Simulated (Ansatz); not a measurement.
Relaxed Li (space group R-3m):

```xyz
6
Lattice="2.9880 1.7251 14.7078 0.0000 1.7251 14.7078 0.0000 -1.7251 7.3539" Properties=species:S:1:pos:R:3 pbc="T T T"
Li     2.9880     1.7251    31.8665
Li     1.4940     0.8626    24.5127
Li     0.0000     0.0000     4.9029
Li     1.4940     0.8626    12.2568
Li     0.0000     0.0000     0.0000
Li     1.4940     2.5877    22.0617
```

The atoms are displaced by Q × the pattern below (from a DFPT mode at F = (0.5, 0.5, 0.0), largest move 1; Q in Å), at fixed cell. (q is in reciprocal vectors of the primitive cell; the cell shown is doubled to hold the pattern.)

```tsv
atom	x	y	z
Li1	0.000	0.180	0.384
Li2	0.000	-0.180	-0.384
Li3	0.000	0.180	0.384
Li4	0.000	-0.180	-0.384
Li5	0.000	0.943	0.332
Li6	0.000	-0.943	-0.332
```

Computed with LDA (plane waves to 420 eV, PAW, scalar-relativistic; Ansatz, a quantum-chemistry and plane-wave program). k mesh 18×18×18 (Γ-centred), Fermi-Dirac smearing 0.05 eV. Energies are smeared free energies. With partly filled bands, energies and forces of such displacements shift with the k mesh and the smearing. Li was relaxed with its symmetry unable to fall. This is one of several known forms of Li; the measured ambient cells at hand have space group No. 229. The zero of ΔE is the undisplaced structure. The last digit holds for this mesh only.

| Q (Å) | ΔE (meV/cell) |
|---|---|
| -0.1000 | 41.10 |
| -0.0833 | 28.50 |
| -0.0667 | 18.22 |
| -0.0500 | withheld |
| -0.0333 | 4.55 |
| -0.0167 | 1.14 |
| 0.0000 | 0.00 |
| 0.0167 | 1.14 |
| 0.0333 | 4.55 |
| 0.0500 | withheld |
| 0.0667 | 18.22 |
| 0.0833 | 28.50 |
| 0.1000 | 41.10 |

### Question
Fit an even polynomial form (powers 2, 4) to the given rows and predict ΔE at Q = 0.0500.

### Answer
Least squares on the 11 given rows: ΔE = (4091)·Q² + (1913)·Q⁴, in meV/cell with Q in Å; root-mean-square residual 0.013 meV/cell. At 0.0500 the fit gives 10.24 meV/cell; the calculation gives 10.24 meV/cell, the same to the digits shown. The quadratic term alone would give 10.23 meV/cell.

(A displaced cell: forces are minus the slopes of the energy, force constants its curvatures, and phonons follow from these.)
